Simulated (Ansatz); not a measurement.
The relaxed structure here is a generated cell of GaP: the first start was made by placing the elements on the sites of a structure type, and the end was not matched to a known phase here, so it may be hypothetical. Known forms of GaP include space group No. 216.

A relaxed structure of GaP. Calculation: PBE (plane waves to 420 eV, PAW, scalar-relativistic; Ansatz, a first-principles code).

```cif
data_Ga4P4
_chemical_formula_sum 'Ga4 P4'
_space_group_name_H-M_alt 'P 1'
_space_group_IT_number 1
_cell_length_a 6.73007
_cell_length_b 6.73007
_cell_length_c 3.89264
_cell_angle_alpha 90.000
_cell_angle_beta 90.000
_cell_angle_gamma 90.000
loop_
_space_group_symop_operation_xyz
  'x, y, z'
loop_
_atom_site_label
_atom_site_type_symbol
_atom_site_fract_x
_atom_site_fract_y
_atom_site_fract_z
_atom_site_occupancy
Ga1 Ga 0.67616 0.32384 0.50000 1
Ga2 Ga 0.82384 0.82384 0.00000 1
Ga3 Ga 0.17616 0.17616 0.00000 1
Ga4 Ga 0.32384 0.67616 0.50000 1
P1 P 0.31780 0.31780 0.50000 1
P2 P 0.18220 0.81780 0.00000 1
P3 P 0.81780 0.18220 0.00000 1
P4 P 0.68220 0.68220 0.50000 1
```

**Question.** Determine the symmetry and give the standard cell with its independent sites.

**Answer.** Space group P4₂/mnm (No. 136); a = b = 6.730 Å, c = 3.893 Å, α = β = γ = 90.00°

| atom | site | symmetry | x | y | z |
|---|---|---|---|---|---|
| Ga | 4f | m.2m | 0.1762 | 0.1762 | 0.0000 |
| P | 4g | m.2m | 0.3178 | 0.3178 | 0.5000 |

This is the AFLOW prototype AB_tP8_136_g_f (as in BeO).

**Question.** Give the shortest distances between elements (the closest pairs, up to four, under 3.6 Å).

**Answer.** Ga–P 2.37 Å; Ga–Ga 3.35 Å; P–P 3.47 Å.

```yaml
volume_per_atom: 22.04 Å³
band_gap: 1.13 eV, indirect (valence top at Γ, conduction bottom at A) (no spin-orbit coupling)
smallest_direct_gap: 1.43 eV at Γ
```

No spin polarisation in the result.

The run could not lose the symmetry of its start: the end is stationary, and may be a saddle point rather than a minimum.

It was reached from a disturbed copy of a P6₃/mmc (No. 194) cell, against which it lies -0.29 eV/atom.
